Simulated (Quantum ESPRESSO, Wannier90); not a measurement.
## Tight-binding from DFT: IrO2 (rutile)

Cell from Materials Project (mp-2723), symmetrised, no further relaxation. COD (Crystallography Open Database) has an entry of this formula and space group (matched by these alone). Method: PBEsol plane waves in Quantum ESPRESSO 7.5 (PseudoDojo norm-conserving files, 68 Ry, no spin polarisation, no spin-orbit coupling), Bloch states on a 6×6×8 mesh through Γ, Wannier90 4.0.1. Density: 8×8×10 mesh, cold smearing 0.01 Ry. Spin-orbit coupling is left out although heavy elements are present.

On the energy scale of pw.x, whose zero is arbitrary, the Fermi level lies at 14.23 eV.

Input w.win:

```
num_bands = 38
num_wann = 24
exclude_bands = 1-12
num_iter = 1000
conv_tol = 1.0e-6
conv_window = 4
dis_num_iter = 1000
dis_conv_tol = 1.0e-6
dis_froz_max = 15.73
dis_froz_proj = true
dis_proj_min = 0.01
dis_proj_max = 0.95
write_hr = true
write_u_matrices = true
auto_projections = true
begin unit_cell_cart
ang
    4.5053100000    0.0000000000    0.0000000000
    0.0000000000    4.5053100000    0.0000000000
    0.0000000000    0.0000000000    3.1767100000
end unit_cell_cart
begin atoms_frac
Ir   0.5000000000  0.5000000000  0.5000000000
Ir   0.0000000000  0.0000000000  0.0000000000
O   -0.3086600000 -0.3086600000  0.0000000000
O    0.3086600000  0.3086600000  0.0000000000
O   -0.1913400000  0.1913400000  0.5000000000
O    0.1913400000 -0.1913400000  0.5000000000
end atoms_frac
mp_grid = 6 6 8
begin kpoints
0.0000000000 0.0000000000 0.0000000000
0.0000000000 0.0000000000 0.1250000000
0.0000000000 0.0000000000 0.2500000000
... (285 more lines: the 6x6x8 mesh through Gamma)
end kpoints
```

Input of pw2wannier90.x that gives the overlap and projection files (equivalent; here they were cut from one run over all bands):

```
&inputpp
  outdir = './out'
  prefix = 'pwscf'
  seedname = 'w'
  write_amn = .true.
  write_mmn = .true.
  atom_proj = .true.
  atom_proj_exclude = 1 2 3 4 11 12 13 14 21 25 29 33
/
```

Output w.wout (banner and timings cut):

```
                                    ------
                                    SYSTEM
                                    ------

                              Lattice Vectors (Ang)
                    a_1     4.505310   0.000000   0.000000
                    a_2     0.000000   4.505310   0.000000
                    a_3     0.000000   0.000000   3.176710

                   Unit Cell Volume:      64.48028  (Ang^3)

                        Reciprocal-Space Vectors (Ang^-1)
                    b_1     1.394618   0.000000   0.000000
                    b_2     0.000000   1.394618   0.000000
                    b_3     0.000000   0.000000   1.977891

 *----------------------------------------------------------------------------*
 |   Site       Fractional Coordinate          Cartesian Coordinate (Ang)     |
 +----------------------------------------------------------------------------+
 | ir   1   0.50000   0.50000   0.50000   |    2.25265   2.25265   1.58835    |
 | ir   2   0.00000   0.00000   0.00000   |    0.00000   0.00000   0.00000    |
 | o    1  -0.30866  -0.30866   0.00000   |   -1.39061  -1.39061   0.00000    |
 | o    2   0.30866   0.30866   0.00000   |    1.39061   1.39061   0.00000    |
 | o    3  -0.19134   0.19134   0.50000   |   -0.86205   0.86205   1.58835    |
 | o    4   0.19134  -0.19134   0.50000   |    0.86205  -0.86205   1.58835    |
 *----------------------------------------------------------------------------*
                                ------------
                                K-POINT GRID
                                ------------

             Grid size =  6 x  6 x  8      Total points =  288

 *---------------------------------- MAIN ------------------------------------*
 |  Number of Wannier Functions               :                24             |
 |  Number of Objective Wannier Functions     :                24             |
 |  Number of input Bloch states              :                38             |
 |  Output verbosity (1=low, 5=high)          :                 1             |
 |  Timing Level (1=low, 5=high)              :                 1             |
 |  Optimisation (0=memory, 3=speed)          :                 3             |
 |  Length Unit                               :               Ang             |
 |  Post-processing setup (write *.nnkp)      :                 F             |
 |  Using Gamma-only branch of algorithms     :                 F             |
 *----------------------------------------------------------------------------*
 *------------------------------- WANNIERISE ---------------------------------*
 |  Total number of iterations                :              1000             |
 |  Number of CG steps before reset           :                 5             |
 |  Trial step length for line search         :             2.000             |
 |  Convergence tolerence                     :         0.100E-05             |
 |  Convergence window                        :                 4             |
 |  Iterations between writing output         :                 1             |
 |  Iterations between backing up to disk     :               100             |
 |  Write r^2_nm to file                      :                 F             |
 |  Write xyz WF centres to file              :                 F             |
 |  Write on-site energies <0n|H|0n> to file  :                 F             |
 |  Use guiding centre to control phases      :                 F             |
 |  Use phases for initial projections        :                 F             |
 *----------------------------------------------------------------------------*
 *------------------------------- DISENTANGLE --------------------------------*
 |  Using band disentanglement                :                 T             |
 |  Total number of iterations                :              1000             |
 |  Mixing ratio                              :             0.500             |
 |  Convergence tolerence                     :         1.000E-06             |
 |  Convergence window                        :                 3             |
 *----------------------------------------------------------------------------*
 *-------------------------------- PLOTTING ----------------------------------*
 |  Plotting Hamiltonian in WF basis          :                 T             |
 *----------------------------------------------------------------------------*

       ... (k-mesh section left out)

 Starting a new Wannier90 calculation ...

 Reading overlaps from w.mmn

 Reading projections from w.amn

 *------------------------------- DISENTANGLE --------------------------------*
 +----------------------------------------------------------------------------+
 |                              Energy  Windows                               |
 |                              ---------------                               |
 |                   Outer:    4.35618  to   37.32512  (eV)                   |
 |                   Inner:    4.35618  to   15.73000  (eV)                   |
 |----------------------------------------------------------------------------|
 |                          Projectability  Windows                           |
 |                          -----------------------                           |
 |               Discarded:    0.00000  to    0.01000                         |
 |            Disentangled:    0.01000  to    1.00000                         |
 |                  Frozen:    0.95000  to    1.00000                         |
 +----------------------------------------------------------------------------+
   Number of target bands to extract:   24

                   Unitarised projection of Wannier functions
                   ------------------------------------------
   A_mn = <psi_m|g_n> --> S = A.A^+ --> U = S^-1/2.A
   In dis_project... done
   Using an inner window (linner = T)
   In dis_proj_froz... done

                   Extraction of optimally-connected subspace
                   ------------------------------------------
 +---------------------------------------------------------------------+<-- DIS
 |  Iter     Omega_I(i-1)      Omega_I(i)      Delta (frac.)           |<-- DIS
 +---------------------------------------------------------------------+<-- DIS
       1      22.13776758      21.72674091       1.892E-02    <-- DIS
       2      21.83788276      21.61055464       1.052E-02    <-- DIS
       3      21.70368577      21.53050028       8.044E-03    <-- DIS
       4      21.60107974      21.47062706       6.076E-03    <-- DIS
       5      21.52343315      21.42437340       4.624E-03    <-- DIS
       6      21.46416540      21.38777820       3.572E-03    <-- DIS
       ... (lines left out)
      72      21.17674421      21.17672580       8.693E-07    <-- DIS
      73      21.17672109      21.17670542       7.400E-07    <-- DIS
      74      21.17670011      21.17668688       6.247E-07    <-- DIS

             <<<      Delta < 1.000E-06  over  3 iterations     >>>
             <<< Disentanglement convergence criteria satisfied >>>

        Final Omega_I    21.17668688 (Ang^2)

 +----------------------------------------------------------------------------+

 Writing checkpoint file w.chk... done

 *------------------------------- WANNIERISE ---------------------------------*
 +--------------------------------------------------------------------+<-- CONV
 | Iter  Delta Spread     RMS Gradient      Spread (Ang^2)            |<-- CONV
 +--------------------------------------------------------------------+<-- CONV

 ------------------------------------------------------------------------------
 Initial State
  WF centre and spread    1  (  2.252655,  2.252655,  1.588355 )     0.94162404
  WF centre and spread    2  (  2.252655,  2.252655,  1.588355 )     0.91524030
  WF centre and spread    3  (  2.252655,  2.252655,  1.588355 )     0.91524030
  WF centre and spread    4  (  2.252655,  2.252655,  1.588355 )     0.90800748
  WF centre and spread    5  (  2.252655,  2.252655,  1.588355 )     0.92245475
  WF centre and spread    6  (  2.252655,  2.252655,  1.588355 )     2.28212734
  WF centre and spread    7  (  0.000000,  0.000000, -0.000000 )     0.94162355
  WF centre and spread    8  (  0.000000,  0.000000,  0.000000 )     0.91523954
  WF centre and spread    9  ( -0.000000,  0.000000,  0.000000 )     0.91523954
  WF centre and spread   10  ( -0.000000,  0.000000,  0.000000 )     0.90800746
  WF centre and spread   11  (  0.000000, -0.000000,  0.000000 )     0.92245470
  WF centre and spread   12  ( -0.000000, -0.000000,  0.000000 )     2.28212499
  WF centre and spread   13  ( -1.396077, -1.396077,  0.000000 )     0.72273480
  WF centre and spread   14  ( -1.386355, -1.392592, -0.000000 )     0.72307672
  WF centre and spread   15  ( -1.392592, -1.386355, -0.000000 )     0.72307672
  WF centre and spread   16  (  1.396077,  1.396077, -0.000000 )     0.72273480
  WF centre and spread   17  (  1.386355,  1.392592,  0.000000 )     0.72307672
  WF centre and spread   18  (  1.392592,  1.386355, -0.000000 )     0.72307672
  WF centre and spread   19  ( -0.856578,  0.856578,  1.588355 )     0.72273567
  WF centre and spread   20  ( -0.866297,  0.860063,  1.588355 )     0.72307180
  WF centre and spread   21  ( -0.860063,  0.866297,  1.588355 )     0.72307180
  WF centre and spread   22  (  0.856578, -0.856578,  1.588355 )     0.72273567
  WF centre and spread   23  (  0.866297, -0.860063,  1.588355 )     0.72307180
  WF centre and spread   24  (  0.860063, -0.866297,  1.588355 )     0.72307180
  Sum of centres and spreads ( 13.515930, 13.515930, 19.060260 )    22.44491902

      0     0.224E+02     0.0000000000       22.4449189806  <-- CONV
        O_D=      0.0013661 O_OD=      1.2668660 O_TOT=     22.4449190 <-- SPRD
 ------------------------------------------------------------------------------
      1    -0.342E+00     0.3259078659       22.1032402894  <-- CONV
        O_D=      0.0011355 O_OD=      0.9254179 O_TOT=     22.1032403 <-- SPRD
      2    -0.929E-01     0.3116311956       22.0103235194  <-- CONV
        O_D=      0.0010569 O_OD=      0.8325798 O_TOT=     22.0103235 <-- SPRD
      3    -0.760E-01     0.2429051802       21.9343031644  <-- CONV
        O_D=      0.0009175 O_OD=      0.7566988 O_TOT=     21.9343032 <-- SPRD
      4    -0.562E-01     0.2196091399       21.8781330281  <-- CONV
        O_D=      0.0008308 O_OD=      0.7006154 O_TOT=     21.8781330 <-- SPRD
      5    -0.416E-01     0.1872946569       21.8365257744  <-- CONV
        O_D=      0.0008040 O_OD=      0.6590348 O_TOT=     21.8365258 <-- SPRD
       ... (lines left out)
     47    -0.817E-06     0.0007864469       21.7662256053  <-- CONV
        O_D=      0.0006492 O_OD=      0.5888896 O_TOT=     21.7662256 <-- SPRD
     48    -0.923E-06     0.0007755053       21.7662246819  <-- CONV
        O_D=      0.0006492 O_OD=      0.5888886 O_TOT=     21.7662247 <-- SPRD
     49    -0.809E-06     0.0011214790       21.7662238726  <-- CONV
        O_D=      0.0006492 O_OD=      0.5888878 O_TOT=     21.7662239 <-- SPRD
             <<<     Delta < 1.000E-06  over  4 iterations     >>>
             <<< Wannierisation convergence criteria satisfied >>>
 Final State
  WF centre and spread    1  (  2.252655,  2.252655,  1.588355 )     0.93199640
  WF centre and spread    2  (  2.252655,  2.252655,  1.588355 )     0.91375306
  WF centre and spread    3  (  2.252655,  2.252655,  1.588355 )     0.91375306
  WF centre and spread    4  (  2.252655,  2.252655,  1.588355 )     0.91669454
  WF centre and spread    5  (  2.252655,  2.252655,  1.588355 )     0.90341271
  WF centre and spread    6  (  2.252655,  2.252655,  1.588355 )     2.25338527
  WF centre and spread    7  (  0.000000,  0.000000, -0.000000 )     0.93199595
  WF centre and spread    8  (  0.000000,  0.000000,  0.000000 )     0.91375232
  WF centre and spread    9  ( -0.000000,  0.000000,  0.000000 )     0.91375232
  WF centre and spread   10  ( -0.000000,  0.000000,  0.000000 )     0.91669457
  WF centre and spread   11  (  0.000000, -0.000000,  0.000000 )     0.90341265
  WF centre and spread   12  ( -0.000000, -0.000000,  0.000000 )     2.25338463
  WF centre and spread   13  ( -1.392143, -1.392143,  0.000000 )     0.66725509
  WF centre and spread   14  ( -1.386446, -1.393352, -0.000000 )     0.67890390
  WF centre and spread   15  ( -1.393352, -1.386446, -0.000000 )     0.67890390
  WF centre and spread   16  (  1.392143,  1.392143, -0.000000 )     0.66725509
  WF centre and spread   17  (  1.386446,  1.393352,  0.000000 )     0.67890390
  WF centre and spread   18  (  1.393352,  1.386446, -0.000000 )     0.67890390
  WF centre and spread   19  ( -0.860512,  0.860512,  1.588355 )     0.66725584
  WF centre and spread   20  ( -0.866206,  0.859304,  1.588355 )     0.67889975
  WF centre and spread   21  ( -0.859304,  0.866206,  1.588355 )     0.67889975
  WF centre and spread   22  (  0.860512, -0.860512,  1.588355 )     0.66725584
  WF centre and spread   23  (  0.866206, -0.859304,  1.588355 )     0.67889975
  WF centre and spread   24  (  0.859304, -0.866206,  1.588355 )     0.67889975
  Sum of centres and spreads ( 13.515930, 13.515930, 19.060260 )    21.76622391

         Spreads (Ang^2)       Omega I      =    21.176686884
        ================       Omega D      =     0.000649199
                               Omega OD     =     0.588887789
    Final Spread (Ang^2)       Omega Total  =    21.766223873
```
